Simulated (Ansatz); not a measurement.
Data:

InSb:
```cif
data_InSb
_chemical_formula_sum 'In1 Sb1'
_space_group_name_H-M_alt 'P 1'
_space_group_IT_number 1
_cell_length_a 4.09868
_cell_length_b 4.09868
_cell_length_c 3.85372
_cell_angle_alpha 90.000
_cell_angle_beta 90.000
_cell_angle_gamma 120.000
loop_
_space_group_symop_operation_xyz
  'x, y, z'
loop_
_atom_site_label
_atom_site_type_symbol
_atom_site_fract_x
_atom_site_fract_y
_atom_site_fract_z
_atom_site_occupancy
In1 In 0.00000 0.00000 0.00000 1
Sb1 Sb 0.66667 0.33333 0.50000 1
```

This is the PBEsol-relaxed structure.

All from plane-wave PAW PBEsol (Ansatz code), unless another level is named. Give the bulk modulus (Birch–Murnaghan fit).

40.6 GPa.

Give the highest zone-centre frequency.

112 cm^-1.

Space group P-6m2. The cell is a constructed one: a structure type filled with these elements; neither database checked (COD, Materials Project) lists it. It is not the phase usual at ambient conditions (space group No. 216). The cell keeps a stress of up to 0.2 GPa. The cell was relaxed with PBEsol under the symmetry of its start; of distortions, only those at the zone centre were tested. As this level gives no gap, phonon frequencies hold no LO–TO term and depend on the k-mesh and smearing (Fermi–Dirac, 0.1 eV here). Spin–orbit coupling is left out wherever it is not named.

Potentials: the later of the program's two PAW sets.
